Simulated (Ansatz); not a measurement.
# Structure optimisation: yttrium, omega (AlB2-type)

Theory: DFT, r2SCAN, plane waves (500 eV) with PAW, scalar-relativistic (Ansatz 0.2.0). (PAW data from PBE, frozen cores regenerated.)

k-point mesh 7×7×9, Fermi-Dirac smearing 0.1 eV, no spin polarisation. Cell and atoms relax.

Starting structure:

```yaml
crystal:
  lattice:
    - [5.7138984743, 0.0, 0.0]
    - [-2.8569492371, 4.9483812334, 0.0]
    - [0.0, 0.0, 3.5026197647]
  atoms:
    - { symbol: "Y", position: [0.0, 0.0, 0.0] }
    - { symbol: "Y", position: [0.3333333333, 0.6666666667, 0.5] }
    - { symbol: "Y", position: [0.6666666667, 0.3333333333, 0.5] }
hamiltonian:
  xc: r2scan
  pseudopotentials:
    kind: paw
    azcp:
      "Y": "pseudopotentials/Y.paw.azcp"
basis:
  ecutwfc: 500
  fft_grid_basis: typed
kpoints:
  mp_grid: { grid: [7, 7, 9], shift: [0, 0, 0] }
magnetization:
  spin_polarized: false
scf:
  occupations: { method: fermi_dirac, width: 0.1 }
relax:
  max_steps: 60
  f_tol: 0.01
  cell: {}
```

What cell does the relaxation end in?

P6/mmm with a = 5.685 Å, c = 3.546 Å (c/a = 0.624); 33.09 Å³ per atom against 33.01 at the start (0.2 %).

How much energy does the relaxation gain?

1.1 meV per atom.
